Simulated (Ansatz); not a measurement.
One stationary structure of V2O3. These are PBEsol (plane waves to 420 eV, PAW, scalar-relativistic; Ansatz, a program for electronic structure) values and carry that method's errors.

```
CELL_PARAMETERS angstrom
     -4.64220     4.64220     4.64220
      4.64220    -4.64220     4.64220
      4.64220     4.64220    -4.64220
ATOMIC_POSITIONS crystal
  V  0.50000 0.50000 0.50000
  V  0.50000 0.00000 0.00000
  V  0.00000 0.00000 0.50000
  V  0.00000 0.50000 0.00000
  V  0.25000 0.71568 0.46568
  V  0.75000 0.78432 0.03432
  V  0.46568 0.25000 0.71568
  V  0.03432 0.75000 0.78432
  V  0.71568 0.46568 0.25000
  V  0.78432 0.03432 0.75000
  V  0.75000 0.28432 0.53432
  V  0.25000 0.21568 0.96568
  V  0.53432 0.75000 0.28432
  V  0.96568 0.25000 0.21568
  V  0.28432 0.53432 0.75000
  V  0.21568 0.96568 0.25000
  O  0.53733 0.77369 0.54787
  O  0.72581 0.98946 0.95213
  O  0.77419 0.72631 0.26365
  O  0.96267 0.51054 0.23635
  O  0.54787 0.53733 0.77369
  O  0.95213 0.72581 0.98946
  O  0.26365 0.77419 0.72631
  O  0.23635 0.96267 0.51054
  O  0.77369 0.54787 0.53733
  O  0.98946 0.95213 0.72581
  O  0.72631 0.26365 0.77419
  O  0.51054 0.23635 0.96267
  O  0.46267 0.22631 0.45213
  O  0.27419 0.01054 0.04787
  O  0.22581 0.27369 0.73635
  O  0.03733 0.48946 0.76365
  O  0.45213 0.46267 0.22631
  O  0.04787 0.27419 0.01054
  O  0.73635 0.22581 0.27369
  O  0.76365 0.03733 0.48946
  O  0.22631 0.45213 0.46267
  O  0.01054 0.04787 0.27419
  O  0.27369 0.73635 0.22581
  O  0.48946 0.76365 0.03733
```

### Question
Determine the symmetry and give the standard cell with its independent sites.

### Answer
Space group Ia-3 (No. 206); a = b = c = 9.284 Å, α = β = γ = 90.00°

```json
[
 {"atom": "V", "site": "8b", "symmetry": ".-3.", "x": "0.2500", "y": "0.2500", "z": "0.2500"},
 {"atom": "V", "site": "24d", "symmetry": "2..", "x": "0.0000", "y": "0.2500", "z": "0.4657"},
 {"atom": "O", "site": "48e", "symmetry": "1", "x": "0.1079", "y": "0.3442", "z": "0.1184"}
]
```

This is the bixbyite type.

### Question
Give the shortest distances between elements (the closest pairs, up to four, under 3.6 Å).

### Answer
O–V 1.94 Å; O–O 2.59 Å; V–V 3.07 Å.

```json
{
  "volume_per_atom": "10.00 Å³",
  "band_gap": "zero (metallic)",
  "magnetic_moment": "net 0.80 μB/atom, ferromagnetic"
}
```

Spin state reached: ferromagnetic (net 0.80 μB/atom), from parallel starting moments; other spin orders were not run from this start. The d or f electrons are treated with no Hubbard U.

The run could not lose the symmetry of its start.

The first start was generated by placing the elements on the sites of a structure type. Materials Project lists a structure of V2O3 in the same space group, Ia-3 (No. 206); the sites were not compared with it, nor with measured phases. Known forms of V2O3 include space group No. 167.
